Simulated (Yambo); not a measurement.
**How GW settings move the gap: GaN**

G0W0@LDA for GaN (wurtzite, space group P6_3mc, No. 186) in Yambo. Reference settings: 6×6×4 Γ-centred k mesh, 93 bands and a 8 Ry block in the screening, 93 bands in G with the Bruneval-Gonze terminator, plasmon pole fitted at 27.2 eV. The LDA gap Γ → Γ on this mesh is 2.18 eV; G0W0 gaps are taken between the same points.

```csv
change from the reference,G0W0 gap Γ → Γ (eV),shift of the valence edge (eV),rough Yambo cost
reference settings,2.90,-0.15,1
"29 bands in W, 29 bands in G",3.19,0.16,about 1/5
wavefunctions cut at 50 Ry,2.89,-0.14,within a factor of two
exchange cut at 40 Ry,2.81,-0.06,–
"29 bands in W, 29 bands in G, 6 Ry block",3.10,0.23,about 1/6
"39 bands in W, 39 bands in G, 3 Ry block",2.67,0.29,about 1/4
"55 bands in W, 55 bands in G, 2 Ry block",2.58,0.23,about 1/2
"55 bands in W, 55 bands in G, 6 Ry block",2.84,0.04,about 1/2
"74 bands in W, 74 bands in G, 6 Ry block",2.80,0.00,within a factor of two
2 Ry block,2.50,0.19,within a factor of two
6 Ry block,2.78,-0.03,within a factor of two
6×6×2 mesh,2.89,-0.11,about 1/3
"39 bands in W, 39 bands in G, no terminator",2.84,0.55,about 1/3
"55 bands in W, 55 bands in G, no terminator",2.80,0.35,within a factor of two
"3 Ry block, no terminator",2.46,0.28,within a factor of two
```

The reference isn't shown to be the converged limit. Costs are rough (shared machines), scaled to the same edge states, and given only for runs that recompute the screening.

Spin-orbit splittings are left out.

The standard potential for Ga keeps a d shell in the valence without the s and p states of that shell. In tests on such compounds this moved G0W0 gaps by up to about 0.9 eV, so absolute quasiparticle energies here are unreliable; differences between settings are what counts.

Geometry relaxed with LDA; primitive cell a = b = 3.1503 Å, c = 5.1357 Å, α = β = 90.00°, γ = 120.00°.

A shift is the quasiparticle energy of the state minus its LDA energy.
